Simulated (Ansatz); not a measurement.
AlCo:
```cif
data_AlCo
_chemical_formula_sum 'Co1 Al1'
_space_group_name_H-M_alt 'Pm-3m'
_space_group_IT_number 221
_space_group_name_Hall '-P 4 2 3'
_cell_length_a 2.82239
_cell_length_b 2.82239
_cell_length_c 2.82239
_cell_angle_alpha 90.000
_cell_angle_beta 90.000
_cell_angle_gamma 90.000
loop_
_atom_site_label
_atom_site_type_symbol
_atom_site_symmetry_multiplicity
_atom_site_Wyckoff_symbol
_atom_site_fract_x
_atom_site_fract_y
_atom_site_fract_z
_atom_site_occupancy
Co1 Co 1 a 0.00000 0.00000 0.00000 1
Al1 Al 1 b 0.50000 0.50000 0.50000 1
```

This is the PBEsol-relaxed structure.

Problem. All from PBEsol (plane waves, PAW; program Ansatz), unless another level is named. Predict the Young's modulus.

Solution. 298 GPa.

Problem. Give the highest zone-centre frequency.

Solution. 340 cm⁻¹.

The cell was relaxed with PBEsol under the symmetry of its start. The workflow began spin-polarised and lost its moments. As this level gives no gap, phonon frequencies hold no LO–TO term and depend on the k-mesh and smearing (Fermi–Dirac, 0.1 eV here).

Potentials: the earlier of the program's two PAW sets. The files were generated under PBE; for other functionals the program regenerates the frozen cores, and for LDA and PBEsol the local potential too.
